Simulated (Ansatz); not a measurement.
**How far is PAW off for RbLuS₂?**

```
Rb Lu S
1.0
     1.99550    1.15210    7.61267
    -1.99550    1.15210    7.61267
     0.00000   -2.30420    7.61267
Rb Lu S
1 1 2
Direct
  0.00000 0.00000 0.00000
  0.50000 0.50000 0.50000
  0.23030 0.23030 0.23030
  0.76970 0.76970 0.76970
```

Atom numbers follow the list: Rb1, Lu2, S3, S4.

Structure: COD 4030790, as refined from experiment and not relaxed.

No spin–orbit coupling, which matters for the heavy atoms here.

All numbers are computed: DFT, PBEsol, PAW with Ansatz's default frozen-core files, scalar-relativistic (Ansatz 0.2.0); DFT, PBEsol, all-electron LAPW, scalar-relativistic (Ansatz 0.2.0).

For PAW: a Γ-centred 9×9×9 k mesh, Fermi–Dirac smearing of 0.01 eV, cutoff 420 eV, no spin polarisation; the PAW files were made with PBE, and the program remakes their frozen cores for this functional. LAPW targets a basis error of 1 meV/atom. The Ansatz runs share mesh, smearing and spin set-up. Plane-wave (PAW) pressures include the program's estimate of the Pulay term.

Stress and pressure are positive in compression.

Levels count from the top of the valence band.

PAW results:

```json
{"quantity": "pressure (GPa)", "PAW": "-2.07"}
{"quantity": "stress xx (GPa)", "PAW": "-2.17"}
{"quantity": "stress zz (GPa)", "PAW": "-1.88"}
{"quantity": "force on S3, z (eV/Å)", "PAW": "-0.199"}
{"quantity": "band gap (eV)", "PAW": "2.179"}
{"quantity": "highest filled level at Γ (eV)", "PAW": "0.000"}
{"quantity": "lowest empty level at Γ (eV)", "PAW": "3.081"}
{"quantity": "highest filled level at F (eV)", "PAW": "-0.804"}
{"quantity": "lowest empty level at F (eV)", "PAW": "2.179"}
{"quantity": "highest filled level at L (eV)", "PAW": "-0.938"}
{"quantity": "lowest empty level at L (eV)", "PAW": "2.658"}
```

(1) What does full-potential LAPW give for the same quantities?

## Answers

(1) 
| quantity | LAPW |
| --- | --- |
| pressure (GPa) | -2.07 |
| stress xx (GPa) | -2.17 |
| stress zz (GPa) | -1.87 |
| force on S3, z (eV/Å) | -0.198 |
| band gap (eV) | 2.181 |
| highest filled level at Γ (eV) | 0.000 |
| lowest empty level at Γ (eV) | 3.082 |
| highest filled level at F (eV) | -0.804 |
| lowest empty level at F (eV) | 2.181 |
| highest filled level at L (eV) | -0.938 |
| lowest empty level at L (eV) | 2.659 |
